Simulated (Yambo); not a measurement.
LaO2H (space group P2_1/m, No. 11), G0W0@PBEsol in Yambo with this input:

```
rim_cut
gw0
dyson
el_el_corr
HF_and_locXC
ppa
em1d
RandQpts= 1000000
RandGvec= 1 Ry
EXXRLvcs= 110 Ry
VXCRLvcs= 440 Ry
Chimod= "HARTREE"
% BndsRnXp
 1 | 159 |
%
NGsBlkXp= 7 Ry
% LongDrXp
 1.0 | 1.0 | 1.0 |
%
PPAPntXp= 27.2114 eV
% GbndRnge
 1 | 159 |
%
GTermKind= "BG"
DysSolver= "n"
ExtendOut
```

On a 2×4×2 mesh, with wavefunctions cut at 110 Ry, the gap ((0, 0, -0.5) → Γ) is 5.347 eV and the valence edge shifts by -0.587 eV.

### Question
What happens with this change: no terminator?

### Answer
The gap falls by 0.077 eV, to 5.270 eV; the shift of the valence edge becomes -0.362 eV. Neither run is shown to be the converged limit.

Geometry of the Materials Project entry, not relaxed at this level; primitive cell a = 4.4413 Å, b = 3.9350 Å, c = 6.4141 Å, α = 90.00°, β = 107.49°, γ = 90.00°.

The structure is a Materials Project entry; no match was found in the copy of COD used, and its stability was not checked.

A shift is the quasiparticle energy of the state minus its PBEsol energy.
